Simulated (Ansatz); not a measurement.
Given:

Sr$_{3}$Sn$_{2}$O$_{7}$:
```
CELL_PARAMETERS angstrom
     -2.03103     2.03103    10.33542
      2.03103    -2.03103    10.33542
      2.03103     2.03103   -10.33542
ATOMIC_POSITIONS crystal
  Sr 0.50000 0.50000 0.00000
  Sr 0.31427 0.31427 0.00000
  Sr 0.68573 0.68573 0.00000
  Sn 0.09892 0.09892 0.00000
  Sn 0.90108 0.90108 0.00000
  O  0.00000 0.00000 0.00000
  O  0.59695 0.09695 0.50000
  O  0.09695 0.59695 0.50000
  O  0.40305 0.90305 0.50000
  O  0.90305 0.40305 0.50000
  O  0.19785 0.19785 0.00000
  O  0.80215 0.80215 0.00000
```

This is the r²SCAN-relaxed structure.

All from r²SCAN (plane waves, PAW; program Ansatz), unless another level is named. Give the smallest direct gap on the standard path.

3.47 eV.

What about the electron effective mass?

0.31, 0.31, 0.44 mₑ (principal values).

And the band gap?

2.98 eV (indirect).

What about the formation energy from the elements (no fitted shifts)?

-2.54 eV/atom.

What about the valence-band maximum?

at X.

Give the conduction-band minimum.

at Γ.

Space group I4/mmm. A made-up cell: these elements were put on the sites of a structure type; neither database checked (COD, Materials Project) lists it. COD files the formula under space group No. 63. Its standing as an ambient phase is unchecked. The cell was relaxed with r²SCAN under the symmetry of its start; whether a distortion lowers the energy is not shown. The references are the lowest solids computed at this level, not always the standard phases (solids in place of the gases). Scalar-relativistic: spin–orbit coupling is off unless named, which matters more the heavier the elements.

Potentials: the earlier of the program's two PAW sets. The files were generated under PBE; for other functionals the program regenerates the frozen cores, and for LDA and PBEsol the local potential too.
